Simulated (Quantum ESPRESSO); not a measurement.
Ge6AlP, input and log of a self-consistent run

Computed values, not a measurement. The program is pw.x of Quantum ESPRESSO 7.5 (plane-wave density functional theory). The cell is made up: 8 atoms on a zincblende/diamond lattice, with randomly drawn elements, strain and displacements, not relaxed. PseudoDojo standard norm-conserving files (v0.5 for PBE, v0.4.1 for LDA and PBEsol) set the functional; there is no spin polarisation, spin-orbit coupling or dispersion term, and the masses in the input are unused placeholders.

Input:

```
&control calculation='scf', pseudo_dir='./dojo.nc.sr.pbe.v0_5.standard.upf', outdir='./o', disk_io='low', tprnfor=.true., tstress=.true. /
&system ibrav=0, nat=8, ntyp=3, nbnd=56, ecutwfc=77.98206166, nosym=.true., tot_charge=0,
 occupations='smearing', smearing='fd', degauss=0.0073498644
/
&electrons conv_thr=7.350e-09, electron_maxstep=60, /
ATOMIC_SPECIES
Al 1.0 Al.upf
Ge 1.0 Ge.upf
P 1.0 P.upf
CELL_PARAMETERS angstrom
5.9175 0.0 0.0
0.0 5.9175 0.0
0.0 0.0 6.0572
ATOMIC_POSITIONS angstrom
Ge -0.0335 0.0413 0.0221
Ge -0.0058 2.956 3.0421
Al 2.9514 0.013 2.962
Ge 2.9455 2.9473 0.048
P 1.4255 1.4427 1.4996
Ge 1.5032 4.4284 4.5995
Ge 4.4254 1.5289 4.5647
Ge 4.4617 4.4351 1.422
K_POINTS automatic
6 6 6 1 1 1
```

The log is shortened where brackets say so; the opening notice, blank lines, dates and the lines on written files are dropped, and the path of the files is cut. It prints rydbergs, bohrs and kilobars, and counts compression as positive stress.

```
     Program PWSCF v.7.5
     Parallel version (MPI & OpenMP), running on       4 processor cores
     Number of MPI processes:                 4
     Threads/MPI process:                     1
     [start-up lines left out]
     bravais-lattice index     =            0
     lattice parameter (alat)  =      11.1825  a.u.
     unit-cell volume          =    1431.3474 (a.u.)^3
     number of atoms/cell      =            8
     number of atomic types    =            3
     number of electrons       =        92.00
     number of Kohn-Sham states=           56
     kinetic-energy cutoff     =      77.9821  Ry
     charge density cutoff     =     311.9282  Ry
     scf convergence threshold =      7.3E-09
     mixing beta               =       0.7000
     number of iterations used =            8  plain     mixing
     Exchange-correlation= PBE
                           (   1   4   3   4   0   0   0)
     [axes and pseudopotential details left out]
   Cartesian axes
     site n.     atom                  positions (alat units)
         1        Ge     tau(   1) = (  -0.0056612   0.0069793   0.0037347  )
         2        Ge     tau(   2) = (  -0.0009801   0.4995353   0.5140853  )
         3        Al     tau(   3) = (   0.4987579   0.0021969   0.5005492  )
         4        Ge     tau(   4) = (   0.4977609   0.4980651   0.0081115  )
         5        P      tau(   5) = (   0.2408956   0.2438023   0.2534178  )
         6        Ge     tau(   6) = (   0.2540262   0.7483566   0.7772708  )
         7        Ge     tau(   7) = (   0.7478496   0.2583692   0.7713899  )
         8        Ge     tau(   8) = (   0.7539839   0.7494888   0.2403042  )
     number of k points=   108  Fermi-Dirac smearing, width (Ry)=  0.0073
     Number of k-points >= 100: set verbosity='high' to print them.
     Dense  grid:   133301 G-vectors     FFT dimensions: (  64,  64,  72)
     Estimated max dynamical RAM per process >     580.47 MB
     Estimated total dynamical RAM >       2.17 GB
     Initial potential from superposition of free atoms
     starting charge      91.9925, renormalised to      92.0000
     Starting wfcs are   62 randomized atomic wfcs
     total cpu time spent up to now is        9.8 secs
     per-process dynamical memory:   507.5 Mb
     Self-consistent Calculation
     iteration #  1     ecut=    77.98 Ry     beta= 0.70
     Davidson diagonalization with overlap
     ethr =  1.00E-02,  avg # of iterations =  3.3
     Threshold (ethr) on eigenvalues was too large:
     Diagonalizing with lowered threshold
     Davidson diagonalization with overlap
     ethr =  1.35E-04,  avg # of iterations =  7.0
     total cpu time spent up to now is       63.5 secs
     total energy              =   -1090.28602086 Ry
     estimated scf accuracy    <       0.13592209 Ry
     iteration #  2     ecut=    77.98 Ry     beta= 0.70
     Davidson diagonalization with overlap
     ethr =  1.48E-04,  avg # of iterations =  2.0
     total cpu time spent up to now is       84.5 secs
     total energy              =   -1090.29171117 Ry
     estimated scf accuracy    <       0.02624752 Ry
     iteration #  3     ecut=    77.98 Ry     beta= 0.70
     Davidson diagonalization with overlap
     ethr =  2.85E-05,  avg # of iterations =  3.4
     total cpu time spent up to now is      110.6 secs
     total energy              =   -1090.29761086 Ry
     estimated scf accuracy    <       0.01560629 Ry
     iteration #  4     ecut=    77.98 Ry     beta= 0.70
     Davidson diagonalization with overlap
     ethr =  1.70E-05,  avg # of iterations =  2.8
     total cpu time spent up to now is      132.3 secs
     total energy              =   -1090.30063877 Ry
     estimated scf accuracy    <       0.00166913 Ry
     iteration #  5     ecut=    77.98 Ry     beta= 0.70
     Davidson diagonalization with overlap
     ethr =  1.81E-06,  avg # of iterations =  7.3
     total cpu time spent up to now is      158.0 secs
     total energy              =   -1090.30099945 Ry
     estimated scf accuracy    <       0.00015078 Ry
     iteration #  6     ecut=    77.98 Ry     beta= 0.70
     Davidson diagonalization with overlap
     ethr =  1.64E-07,  avg # of iterations =  2.8
     total cpu time spent up to now is      179.0 secs
     total energy              =   -1090.30103998 Ry
     estimated scf accuracy    <       0.00001886 Ry
     iteration #  7     ecut=    77.98 Ry     beta= 0.70
     Davidson diagonalization with overlap
     ethr =  2.05E-08,  avg # of iterations =  2.0
     total cpu time spent up to now is      200.8 secs
     total energy              =   -1090.30104371 Ry
     estimated scf accuracy    <       0.00000114 Ry
     iteration #  8     ecut=    77.98 Ry     beta= 0.70
     Davidson diagonalization with overlap
     ethr =  1.24E-09,  avg # of iterations =  4.0
     total cpu time spent up to now is      225.2 secs
     total energy              =   -1090.30104404 Ry
     estimated scf accuracy    <       0.00000020 Ry
     iteration #  9     ecut=    77.98 Ry     beta= 0.70
     Davidson diagonalization with overlap
     ethr =  2.22E-10,  avg # of iterations =  2.1
     total cpu time spent up to now is      247.8 secs
     total energy              =   -1090.30104410 Ry
     estimated scf accuracy    <       0.00000004 Ry
     iteration # 10     ecut=    77.98 Ry     beta= 0.70
     Davidson diagonalization with overlap
     ethr =  4.79E-11,  avg # of iterations =  2.0
     total cpu time spent up to now is      269.2 secs
     End of self-consistent calculation
     Number of k-points >= 100: set verbosity='high' to print the bands.
     the Fermi energy is     6.4352 ev
!    total energy              =   -1090.30104411 Ry
     estimated scf accuracy    <          4.1E-09 Ry
     smearing contrib. (-TS)   =      -0.00294166 Ry
     internal energy E=F+TS    =   -1090.29810244 Ry
     The total energy is F=E-TS. E is the sum of the following terms:
     one-electron contribution =    -681.23366541 Ry
     hartree contribution      =     392.80275586 Ry
     xc contribution           =    -267.52933287 Ry
     ewald contribution        =    -534.33786003 Ry
     convergence has been achieved in  10 iterations
     Forces acting on atoms (cartesian axes, Ry/au):
     atom    1 type  2   force =     0.01218526   -0.00326419   -0.01932962
     atom    2 type  2   force =     0.00397416    0.00958213   -0.00508432
     atom    3 type  1   force =     0.00072413   -0.00351307    0.00859107
     atom    4 type  2   force =    -0.00749423   -0.00410990   -0.00885684
     atom    5 type  3   force =     0.01127667    0.00419781    0.01447008
     atom    6 type  2   force =     0.00547588    0.01451806   -0.01700839
     atom    7 type  2   force =    -0.01401136   -0.02198046   -0.01385953
     atom    8 type  2   force =    -0.01213051    0.00456962    0.04107755
     Total force =     0.067198     Total SCF correction =     0.000338
     Computing stress (Cartesian axis) and pressure
          total   stress  (Ry/bohr**3)                   (kbar)     P=      -54.97
  -0.00034727   0.00003080  -0.00001564          -51.08        4.53       -2.30
   0.00003080  -0.00034616   0.00000282            4.53      -50.92        0.41
  -0.00001564   0.00000282  -0.00042758           -2.30        0.41      -62.90
     init_run     :      9.52s CPU      9.77s WALL (       1 calls)
     electrons    :    258.47s CPU    259.41s WALL (       1 calls)
     forces       :      2.65s CPU      2.66s WALL (       1 calls)
     stress       :      9.12s CPU      9.12s WALL (       1 calls)
     [timing details left out]
     PWSCF        :   4m39.87s CPU   4m41.16s WALL
     JOB DONE.
```

In other units: free energy -14834.301 eV for the cell, pressure -5.50 GPa, largest force component 1.056 eV/Å. A rerun of the same cell at another strain at 1347 eV and a 8 x 8 x 8 mesh moved values by no more than 0.002 eV in energy, 0.02 GPa in stress and 0.005 eV/Å in force.